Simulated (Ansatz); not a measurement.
**Ti$_{2}$O: strain energy, fitted**

Ti$_{2}$O, P-3m1, a = 2.951 Å, c = 4.814 Å. The structure is a COD entry; whether it is the stable form wasn't checked. Ansatz: r2SCAN, PAW, 500 eV, Γ-centred 24×24×12 mesh on 3 atoms, Gaussian smearing 0.10 eV; no spin polarisation. Series: biaxial strain in the a-b plane, c and atoms relaxed; x is the strain in per cent. y is the free energy over the unstrained cell, V0 = 12.105 Å³/atom.

| x (%) | y (meV/atom) |
| --- | --- |
| -3.0 | ? |
| -2.0 | 12.62 |
| -1.0 | 3.17 |
| 0.0 | 0.00 |
| 1.0 | 2.74 |
| 2.0 | 10.99 |
| 3.0 | 24.29 |

Problem. Fit y = c2 x² + c3 x³ to the other rows, turn c2 into a modulus, and predict the missing energy.

Solution. Least squares on the rows shown. y = 2.9669 x² − 0.091501 x³. In eV per unit strain² c2 is 29.67; M is the biaxial modulus (E = M V0 ε²): 29.67 × 160.2 / (12.105) = 393 GPa. At x = -3.0 the fit asked for gives 29.17 meV/atom. The run gave 28.77 meV/atom, so the fit is 0.40 meV/atom too high, 1.4 % of the span of the series, against an rms of 0.11 meV/atom on the fitted rows. The row lies outside the fitted range. With a term in x⁴ added, a fit to the same known rows predicts 29.83 meV/atom, further off still.

Spin polarisation was left out, and a magnetic state may lie lower.